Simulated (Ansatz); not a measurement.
ZrGeSe (space group P4/nmm)

```xyz
6
Lattice="3.6556 0.0000 0.0000 0.0000 3.6556 0.0000 0.0000 0.0000 8.1954" Properties=species:S:1:pos:R:3 pbc="T T T"
Zr     0.0000     1.8278     6.0374
Zr     1.8278     0.0000     2.1580
Ge     0.0000     0.0000     0.0000
Ge     1.8278     1.8278     0.0000
Se     1.8278     0.0000     5.0809
Se     0.0000     1.8278     3.1145
```

The slice is a (010) plane (indices of the conventional cell) through the point (0.000, 0.500, 0.737) (fractional), spanned by u = [100] and v = [001] in vectors of this cell: u (3.66 Å) and v (8.20 Å, at 90° to u). It covers one period; positions are fractions (u, v).

These are LDA (plane waves to 420 eV, PAW, scalar-relativistic; Ansatz, a program for electronic structure) values and carry that method's errors. k mesh 13×13×6. Near the nuclei the fields are pseudised (PAW); where an atom keeps semicore shells as valence, they peak there. ZrGeSe is run without spin polarisation. ZrGeSe was relaxed with its symmetry unable to fall.

Question: Predict the map of the electrostatic potential energy of an electron, from the cell's mean on the slice.

Answer: 
```
|xxxxxx  --####--  xxxx|
|xxxxxx  ++####++  xxxx|
|      ==##%%%%##==    |
|::--++##%%@@@@%%##++--|
|--==**%%@@@@@@@@%%**==|
|xxxx..**@@@@@@@@**..xx|
|xxxxxx::##@@@@##::xxxx|
|xxxxxx  **%%%%**  xxxx|
|xxxxxx  **%%%%**  xxxx|
|xxxxxx..**####**..xxxx|
|xxxx  ++########++  xx|
|--==**%%%%####%%%%**==|
|%%@@@@@@%%####%%@@@@@@|
|@@@@@@%%**++++**%%@@@@|
|@@@@%%++  xxxx  ++%%@@|
|@@%%++  xxxxxxxx  ++%%|
|%%##--xxxxxxxxxxxx--##|
|%%##::xxxxxxxxxxxx::##|
|##**==xxxxxxxxxxxx==**|
|----==..xxxxxxxx..==--|
|      ------------    |
|xxxxxx  ++####++  xxxx|
|xxxxxx  --####--  xxxx|
|xxxxxxxx::****::xxxxxx|
```
Scale: ten equal steps from 2.00 (start of ' ') to 10.39 (end of '@'), in the order ' .:-=+*#%@'. Values: electrostatic potential energy of an electron, from the cell's mean, in eV. The map has 11 points along u (two characters each, u = 0 at the left) and 24 along v (v = 0 in the bottom row). Points within 1 Å of a nucleus are blanked (x), as the pseudised field means little there. Values under 2 eV are set to 2. The zero, the cell's mean, hangs on the PAW cores.
